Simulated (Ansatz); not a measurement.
Name crystals whose computed values (plane-wave PAW r²SCAN (Ansatz code)) fall in these windows: gap (eV) 2.3 to 3.4; B₀ by P(V) fit (GPa) 76 to 100.



| crystal | gap (eV) | B₀ by P(V) fit (GPa) |
|---|---|---|
| BaTiB2O6, R-3 (Ba on 3a, Ti on 3b, B on 6c, O on 18f) | 2.91 | 89.1 |
| Ba3In2O5F2, I4/mmm (Pearson symbol tI24) | 2.42 | 94.1 |
| ZnS, zinc blende | 2.70 | 78.6 |
| ZnS, wurtzite | 2.78 | 78.2 |
Others may fit too.

Standing as an ambient phase not checked: BaTiB2O6, R-3 (Ba on 3a, Ti on 3b, B on 6c, O on 18f); Ba3In2O5F2, I4/mmm (Pearson symbol tI24). All cells were relaxed under the symmetry of their starts (and spin orders); stability against distortions was not tested throughout. Rows with no word on spin ran without spin polarisation. Scalar-relativistic: spin–orbit coupling is off unless named, which matters more the heavier the elements.

Potentials: the later of the program's two PAW sets.
